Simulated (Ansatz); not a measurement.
The elements of this relaxed trial crystal are hidden behind letters.

```
lattice vectors (Å)
   4.3365    0.0000    0.0000
   0.0000    4.3365    0.0000
   0.0000    0.0000   12.2326
fractional positions
X 0.5000 0.0000 0.8844
X 0.0000 0.5000 0.1156
X 0.5000 0.0000 0.3717
X 0.0000 0.5000 0.6283
Z 0.5000 0.5000 0.2436
Z 0.0000 0.0000 0.5000
Z 0.5000 0.5000 0.7564
Q 0.0000 0.0000 0.0000
```

The calculation used Ansatz 0.2.0, DFT PBE, scalar-relativistic, plane waves, PAW. Cutoff 420 eV, Γ-centred 8×8×4 mesh (8-atom cell), Gaussian smearing of 0.02 eV, no spin polarisation.

* Space group: P-4m2 (No. 115)
* Conventional cell: a = 4.337 Å, c = 12.233 Å
* Volume per atom: 28.75 Å³
* Density: 5.19 g/cm³
* Formation energy: −0.635 eV/atom
* Gap on the 8×8×4 mesh of the 8-atom cell: 0.59 eV

Energies are uncorrected and count from the elements' standard states at the same level.

**Question.** X is a d-block element of period 5, Z is a p-block element of period 4 and Q is a p-block element of period 3. Which elements are they?

**Answer.** X = Cd, Z = Se, Q = S, so the formula is Cd4Se3S. Density times volume gives a mean mass of 5.19 × 28.75/1.6605 = 89.9 u per atom, and this set has 89.8 u. Around Cd on its first site lie 2 S at 2.59 Å and 2 Se at 2.67 Å; Se on a site of symmetry 2mm is surrounded by 4 Cd at 2.67–2.68 Å; around S lie 4 Cd at 2.59 Å; 2 more sites not described. Other sets within the hints have nearly the same mass, so mass alone doesn't settle it; this one was computed.

Kohn–Sham gaps at this level usually fall short of measured ones. A structure relaxed within its symmetry needn't be a true minimum.
